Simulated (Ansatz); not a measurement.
Task: Each is relaxed and computed with DFT-r²SCAN in the program Ansatz with PAW potentials. Which is the only metal?
(A) Cu3Ge, P-6m2 (Cu on 1b, Cu on 2i, Ge on 1a)
(B) GdHSe, P-6m2 (Gd on 1a, H on 1c, Se on 1f)
(C) ZnCu2SiTe4, I-42m (Zn on 2a, Si on 2b, Cu on 4d, Te on 8i)
(D) AlCuGeSe4, I-4 (Al on 2c, Cu on 2a, Ge on 2b, Se on 8g)

Result: A, Cu3Ge, P-6m2 (Cu on 1b, Cu on 2i, Ge on 1a). Cu3Ge: metal; AlCuGeSe4: gap 1.34 eV (indirect); ZnCu2SiTe4: gap 0.50 eV (indirect); GdHSe: gap 1.50 eV (indirect). The 4f shell is in the valence, and the state reached may lie above the lowest one. Spin orders computed, not proven ground states: GdHSe, P-6m2 (Gd on 1a, H on 1c, Se on 1f) ferromagnetic. Standing as an ambient phase not checked: Cu3Ge, P-6m2 (Cu on 1b, Cu on 2i, Ge on 1a); AlCuGeSe4, I-4 (Al on 2c, Cu on 2a, Ge on 2b, Se on 8g); ZnCu2SiTe4, I-42m (Zn on 2a, Si on 2b, Cu on 4d, Te on 8i); GdHSe, P-6m2 (Gd on 1a, H on 1c, Se on 1f). All cells were relaxed under the symmetry of their starts (and spin orders); stability against distortions was not tested throughout. Rows with no word on spin ran without spin polarisation. No Hubbard U is applied. Spin–orbit coupling is left out wherever it is not named.

Potentials: the later of the program's two PAW sets.
